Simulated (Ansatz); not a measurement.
SnSe: moving Se off its site

SnSe, Fm-3m, a = 6.020 Å (as given, not relaxed at this level: 0.0 GPa). This isn't the usual stable structure of the compound. Ansatz: r2SCAN, PAW, 500 eV, Γ-centred 10×10×10 mesh on 2 atoms, Gaussian smearing 0.05 eV; no spin polarisation.

```
CELL_PARAMETERS angstrom
0.00000 3.01000 3.01000
3.01000 0.00000 3.01000
3.01000 3.01000 0.00000
ATOMIC_POSITIONS crystal
Sn 0.00000 0.00000 0.00000
Se 0.50000 0.50000 0.50000
```

Atom 2 (Se) moves by x along the unit vector (0.000, 0.000, -1.000), with its periodic images; all else is held. y is the free energy of the cell over the start, F the force along the path summed over the moved atoms. Symmetry makes y even in x.

```
  x (Å) y (meV) F (eV/Å)
-0.3000    12.35      0.28
-0.1500    -2.69     -0.01
 0.0000     0.00      0.00
 0.0375    -0.29      0.02
 0.0750    -1.07      0.02
 0.1125        ?         ?
 0.1875    -2.42     -0.03
 0.2250    -0.44     -0.08
 0.2625     4.14     -0.17
```

Problem. Fit y = c2 x² + c4 x⁴ to the energies of the other rows, give the force constant, and predict energy and force of the missing row.

Solution. Least squares on the rows shown. y = −199.7 x² + 3751 x⁴. The force constant is 2 c2 = -0.399 eV/Å², negative: the site is a maximum along this line (for all images moving together, not for a lone atom). The force −dy/dx at the missing row is 0.02 eV/Å (computed 0.02). With a term in x⁶ added, the coefficient of x² becomes -211.5, 6 % more, which shows how far this figure hangs on the form. At x = 0.1125 the fit asked for gives -1.93 meV. The run gave -2.03 meV, so the fit is 0.10 meV too high, within twice the rms miss on the fitted rows (0.07 meV).